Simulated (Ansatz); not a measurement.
An Ansatz (an electronic-structure program) run. Input:

Ansatz 0.2 input:
```yaml
crystal:
  lattice:
    - [0.0, 1.9916163296, 1.9916163296]
    - [1.9916163296, 0.0, 1.9916163296]
    - [1.9916163296, 1.9916163296, 0.0]
  atoms:
    - { symbol: Al, position: [0.0, 0.0, 0.0] }
kpoints:
  mp_grid: { grid: [20, 20, 20] }
hamiltonian:
  xc: lda
  pseudopotentials: { azcp: { folder: ./paw }, kind: paw }
scf:
  occupations: { method: fermi_dirac, width: 0.1 }
phonons:
  method: dfpt
  response_accuracy: low
  qmesh: [5, 5, 5]
  interpolated_qmesh: [23, 23, 23]
  dielectric: false
  rigid_motions: translations
  temperatures: { t_max: 1000, t_step: 50 }
  qpath:
    path:
      - [[0.0, 0.0, 0.0], [0.5, 0.0, 0.5], [0.625, 0.25, 0.625]]  # Γ-X-U
      - [[0.375, 0.375, 0.75], [0.0, 0.0, 0.0], [0.5, 0.5, 0.5], [0.5, 0.25, 0.75], [0.5, 0.0, 0.5]]  # K-Γ-L-W-X
    npoints: 13
```

Output (shortened):

```
Pseudopotential: Al, paw, valence charge 3
Functional definition: SPW92
Crystal: 1 atoms, lattice volume = 15.800 Å³
Basis set: ecut = 420 eV, 331 PW (Γ), exchange–correlation on 40×40×40 points (8 copies of the dense FFT grid, shifted against one another)
Bands: 6, of which v1, the nominal top of the filled ones, is band 2 counted from 1 (1 counted from 0)
Symmetry: 48 space group operations
k-points: 256 of 8000
SCF iter   1: F=—  HF=-512.939391 eV  |F-HF|=—  |Δ(HF+E_count)|=         —  Δρ=2.14e-2  dr2=7.40e-2  ethr=3.10e-3  ⟨swp⟩=4.4  Hψ=13295  notcnv=0
preconditioner: auto → none
SCF iter   2: F=—  HF=-512.896399 eV  |F-HF|=—  |Δ(HF+E_count)|=   4.30e-2  Δρ=1.02e-2  dr2=1.66e-2  ethr=2.47e-3  ⟨swp⟩=1.0  Hψ=3584  notcnv=0
SCF iter   3: F=—  HF=-512.883696 eV  |F-HF|=—  |Δ(HF+E_count)|=   1.27e-2  Δρ=1.67e-4  dr2=3.87e-6  ethr=5.55e-4  ⟨swp⟩=1.0  Hψ=1479  notcnv=0  defer=10
SCF iter   4: F=—  HF=-512.883696 eV  |F-HF|=—  |Δ(HF+E_count)|=   1.92e-7  Δρ=1.30e-5  dr2=1.42e-8  ethr=1.29e-7  ⟨swp⟩=2.1  Hψ=1858  notcnv=0  defer=10
SCF iter   5: F=—  HF=-512.883696 eV  |F-HF|=—  |Δ(HF+E_count)|=   8.76e-8  Δρ=6.44e-7  dr2=5.13e-11  ethr=4.75e-10  ⟨swp⟩=1.9  Hψ=1854  notcnv=0  defer=10
SCF iter   6: F=-512.883696 eV  HF=-512.883696 eV  |F-HF|=1.14e-13  |Δ(HF+E_count)|=  1.77e-11  Δρ=5.82e-8  dr2=2.95e-13  ethr=1.00e-12  ⟨swp⟩=5.4  Hψ=5295  notcnv=0
SCF 1 converged in 6 iterations: F = -512.883696 eV  dr2 = 2.95e-13
NSCF: frozen V_eff on 256 k-points
WARN: eigensolver did not converge (k=13): 1 band(s) unlocked after 20 sweeps at ethr=1.00e-12 eV (lowest unlocked band 5, counted from 0 …
WARN: eigensolver did not converge in 6 slots of this pass, the one above among them; of largest residual over every band (k=46) …
NSCF: frozen V_eff on 641 k-points
DFPT response loops at q = (0, 0, 0) (fractional): preconditioner auto → Kerker (q_TF=auto, 2.068 Å⁻¹) (partly filled bands, converged f_vac=0.000) …
NSCF: frozen V_eff on 8400 k-points
DFPT response loops at q = (0, 0, 0.2) (fractional): mixed as the last ones told, above
NSCF: frozen V_eff on 8400 k-points
DFPT response loops at q = (0, 0, 0.4) (fractional): mixed as the last ones told, above
NSCF: frozen V_eff on 4420 k-points
DFPT response loops at q = (0, 0.2, 0.2) (fractional): mixed as the last ones told, above
NSCF: frozen V_eff on 16000 k-points
DFPT response loops at q = (0, 0.2, 0.4) (fractional): mixed as the last ones told, above
NSCF: frozen V_eff on 16000 k-points
DFPT response loops at q = (0, 0.2, -0.4) (fractional): mixed as the last ones told, above
NSCF: frozen V_eff on 8400 k-points
DFPT response loops at q = (0, 0.2, -0.19999999999999996) (fractional): mixed as the last ones told, above
NSCF: frozen V_eff on 4420 k-points
DFPT response loops at q = (0, 0.4, 0.4) (fractional): mixed as the last ones told, above
NSCF: frozen V_eff on 8400 k-points
DFPT response loops at q = (0, 0.4, -0.4) (fractional): mixed as the last ones told, above
NSCF: frozen V_eff on 8400 k-points
DFPT response loops at q = (0.2, 0.4, -0.4) (fractional): mixed as the last ones told, above
SCF converged after 6 iterations
Free energy (F): -512.883696 eV
Harris-Foulkes:  -512.883696 eV  (|F-HF|=1.14e-13)
Internal energy: -512.870286 eV  (E = F + TS)
E sigma→0 (E₀):  -512.876991 eV
Entropy (-TS):   -0.013410 eV (-13.410 meV/atom)
Fermi energy:    8.213532 eV
--- Per-component energies (eV) ---
  E_band       = 10.978033
  E_kinetic    = 23.220752
  E_local      = 10.562180  (includes V_loc(G=0)·N_el)
  E_nonlocal   = 10.733879
  E_hartree    = 0.102563
  E_xc         = -37.698304
  E_vxc        = -29.870115  (∫ρ·V_xc dr)
  E_paw        = -445.261480  (= ΣΔE_a)
  E_vpaw       = -3.873784  (= ΣTr[D̂ρ^β])
  E_aug_tail   = -0.000005  (compensation charges beyond the density's cutoff)
  E_ewald      = -74.585587
  E_core_change = 0.055717  (= ΣΔE_core)
  E_smearing   = -0.013410  (= −TS)
  E_closure    = 0.000000  (closes the sum)
  Σ components = -512.883696   (vs F -512.883696, Δ=0.00e0)
  [band-id]    e_kinetic+e_local+e_nonlocal+2·e_hartree+e_vxc+e_vpaw+e_augmentation_tail = 10.978033   (vs E_band 10.978033, Δ=1.95e-7)
--- Band table (eV; the first three rows and the last of 256) ---
  k-point 0: bands = ["-3.2130", "20.8852", "20.8852", "20.8852", "22.6522", "22.6522"]
  k-point 1: bands = ["-3.1432", "19.6403", "20.6575", "20.6575", "22.9863", "22.9863"]
  k-point 2: bands = ["-2.9342", "17.6587", "20.2307", "20.2307", "23.3038", "23.7145"]
  k-point 255: bands = ["7.3025", "7.3025", "8.3135", "9.4198", "24.2417", "24.2417"]
--- Phonons (Γ-DFPT): 1 representative perturbation + reference (Σ response iterations 2) ---
  ASR residual: 1.594e-5 → 0.000e0 eV/Å²; symmetrization residual: 8.512e-16 eV/Å²
  ASR residual per site (eV/Å²): 1.59e-5
  Γ frequencies (cm⁻¹): 0.00 0.00 0.00
  non-analytic LO–TO correction: not included (Born effective charges unavailable; polar crystals …
--- Phonons (arbitrary-q DFPT): 10 irreducible q on the 5×5×5 mesh ---
  q = [0.0000, 0.0000, 0.0000] (star 1, of the zone-centre solve; hermiticity 5.02e-12, symmetrization 5.34e-11):  0.00  0.00 0.00
  q = [0.0000, 0.0000, 0.2000] (star 8, 1 solved perturbation on 4200 of 8000 k-point pairs; hermiticity 5.93e-15, symmetrization 1.26e-14): 93.52 93.52 191.97
  q = [0.0000, 0.0000, 0.4000] (star 8, 1 solved perturbation on 4200 of 8000 k-point pairs; hermiticity 1.79e-11, symmetrization 8.93e-12): 143.05 143.05 314.50
  q = [0.0000, 0.2000, 0.2000] (star 6, 2 solved perturbations in 3420 linear systems a pass and spin channel, the states on 2210 of 8000 k-point pairs; hermiticity 2.49e-15, symmetrization 5.21e-15): 115.56 115.56 205.10
  q = [0.0000, 0.2000, 0.4000] (star 24, 2 solved perturbations in 12200 linear systems a pass and spin channel, the states on 8000 of 8000 k-point pairs; hermiticity 3.49e-7, symmetrization 1.26e-11): 159.34 186.85 280.37
  q = [0.0000, 0.2000, -0.4000] (star 24, 2 solved perturbations in 12200 linear systems a pass and spin channel, the states on 8000 of 8000 k-point pairs; hermiticity 1.16e-7, symmetrization 2.22e-11): 169.72 221.56 311.60
  q = [0.0000, 0.2000, -0.2000] (star 12, 2 solved perturbations in 6410 linear systems a pass and spin channel, the states on 4200 of 8000 k-point pairs; hermiticity 4.61e-16, symmetrization 9.08e-15): 138.07 176.40 252.46
  q = [0.0000, 0.4000, 0.4000] (star 6, 2 solved perturbations in 3420 linear systems a pass and spin channel, the states on 2210 of 8000 k-point pairs; hermiticity 9.48e-12, symmetrization 2.95e-12): 188.27 188.27 306.59
  q = [0.0000, 0.4000, -0.4000] (star 12, 2 solved perturbations in 6410 linear systems a pass and spin channel, the states on 4200 of 8000 k-point pairs; hermiticity 2.68e-10, symmetrization 1.37e-10): 196.91 244.42 308.02
  q = [0.2000, 0.4000, -0.4000] (star 24, 3 solved perturbations on 4200 of 8000 k-point pairs; hermiticity 8.60e-8, symmetrization 1.22e-10): 200.20 241.59 291.48
  sum rule: each row above includes the acoustic sum rule's correction from the zone centre's row sums; it moved no ω² by more than (0.40 cm⁻¹)²
  mesh force constants: q→R imaginary residual 0.00e0; ASR residual 1.594e-5 → 0.000e0 eV/Å²; symmetrization residual 6.217e-15 eV/Å²
  interpolated dispersion: 80 rows × 3 modes
  density of states and harmonic sums: on the 23×23×23 q-mesh, interpolated from the force constants of a 5×5×5 supercell (no non-analytic term)
  largest difference from the sums on the solved wave vectors: F 5.45e-3 eV, S 7.50e-6 and C_V 2.05e-6 eV/K
  zero-point energy: 0.039667 eV/cell   skipped modes (ω ≤ 0): 3   left out of the sums: 8.22e-5 of the cell's modes …
```

Cost: very roughly 3 core-minutes on shared cores.

Space group Fm-3m (fcc (Cu type)). The cell was relaxed with LDA under the symmetry of its start.

Potentials: the earlier of the program's two PAW sets.

Ansatz is a plane-wave DFT program.
